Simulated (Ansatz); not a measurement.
InP:
```
InP
1.0
    0.00000     2.95362     2.95362
    2.95362     0.00000     2.95362
    2.95362     2.95362     0.00000
In P
1 1
Direct
  0.00000   0.00000   0.00000
  0.75000   0.75000   0.75000
```

Relaxed with r²SCAN.

**Question.** Map the valence electron density (e/Å³), cut off at 0.7 on the plane through (0.000, 0.000, 0.000) spanned by u = [1, 0, 0] and v = [-1, 1, 1] in lattice vectors, from r²SCAN (plane waves, PAW; program Ansatz).

**Answer.** x is the fraction of u, y of v (the angle between them is 90°; rows are the nearest grid lines); atoms in the plane: In at (0.00, 0.00), P at (0.50, 0.75).
```
|@@@@@*-::....::-*@@@@@|
|@@@@@*=--------=*@@@@@|
|@@@@#***######***#@@@@|
|@@@#**#%@@@@@@%#**#@@@|
|**+++*%@@@%%@@@%*+++**|
|..::-+%@%=..=%@%+-::..|
|...:-+#@#-..-#@#+-:...|
|   .:=*%%+--+%%*=:.   |
|   ..-+#%%%%%%#+-..   |
|     .:-+*##*+-:.     |
|     ..:-=++=-:..     |
|      ..::--::..      |
|          ..          |
|                      |
|                      |
|                      |
|                      |
|.                    .|
|....              ....|
|*+=-:.          .:-=+*|
|@@@*-:.        .:-*@@@|
|@@@@*-.        .-*@@@@|
|@@@@@+-........-+@@@@@|
|@@@@@*-::....::-*@@@@@|
```
Scale: ten equal steps from 0.013 (start of ' ') to 0.700 (end of '@'), in the order ' .:-=+*#%@'; x runs from 0.000 to 1.00, y from 0.000 (bottom) to 1.00 (top).

The density is the valence pseudo-density with augmentation charge, so density and ELF within about 1 Å of a nucleus are not all-electron values.

Space group F-43m (zinc blende). The cell was relaxed with r²SCAN under the symmetry of its start; of distortions, only those at the zone centre were tested.

Potentials: the earlier of the program's two PAW sets.
